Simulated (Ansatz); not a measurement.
Relaxing a structure of RbAlF₄

The start is a relaxed RbAlF4 cell with one Al and one Rb atom exchanged in a cell of 6 atoms. The cell and all atomic positions are relaxed at zero pressure with r2SCAN (plane waves to 500 eV, PAW, scalar-relativistic; Ansatz, a first-principles code). The first steps use a coarse 6×6×4 k-mesh.

Initial structure:
```
CELL_PARAMETERS angstrom
      3.65840     0.00000     0.00000
      0.00000     3.65840     0.00000
      0.00000     0.00000     6.26684
ATOMIC_POSITIONS crystal
  Al 0.00000 0.00000 0.00000
  Rb 0.50000 0.50000 0.50000
  F  0.50000 0.50000 0.78133
  F  0.50000 0.50000 0.21867
  F  0.50000 0.00000 0.50000
  F  0.00000 0.50000 0.50000
```

Task: How does the volume change?

Result: +96.9 %, from 13.98 to 27.53 Å³/atom.

Task: Does it find its way back to the structure it was made from?

Result: It does not go back: it is caught in P4/mmm (No. 123), 2.75 eV/atom above the parent.

Task: How do the shortest distances between atoms change?

Result: The closest pairs of elements (up to four, under 3.6 Å), start → end: F–Rb 1.76 → 2.38 Å; F–F 2.54 → 1.92 Å; Al–F 2.93 → 3.50 Å.

Task: What band gap does the relaxed structure have at this level?

Result: No gap: a half-metal at this level (one spin channel is gapped at the Fermi level).

Task: The last rounds were run with spin polarisation. What moments result?

Result: Net 0.33 μB/atom, ferromagnetic.

Task: What does it relax into? Give the structure.

Result: 
```cif
data_AlF4Rb
_chemical_formula_sum 'Al1 Rb1 F4'
_space_group_name_H-M_alt 'P4/mmm'
_space_group_IT_number 123
_space_group_name_Hall '-P 4 2'
_cell_length_a 4.76690
_cell_length_b 4.76690
_cell_length_c 7.26795
_cell_angle_alpha 90.000
_cell_angle_beta 90.000
_cell_angle_gamma 90.000
loop_
_atom_site_label
_atom_site_type_symbol
_atom_site_symmetry_multiplicity
_atom_site_Wyckoff_symbol
_atom_site_fract_x
_atom_site_fract_y
_atom_site_fract_z
_atom_site_occupancy
Al1 Al 1 a 0.00000 0.00000 0.00000 1
Rb1 Rb 1 d 0.50000 0.50000 0.50000 1
F1 F 2 h 0.50000 0.50000 0.13196 1
F2 F 2 e 0.00000 0.50000 0.50000 1
```

Final values are on a 10×10×7 k-mesh of the relaxed cell. The first round had no spin; a later round switched it on. The start holds a very short contact (Rb–F 1.76 Å). Spin state reached: ferromagnetic (net 0.33 μB/atom); other spin orders were not run from this start.

The run could not lose the symmetry of its start.

The runs began from a structure in Materials Project; this end point is another cell, not compared with measured phases.
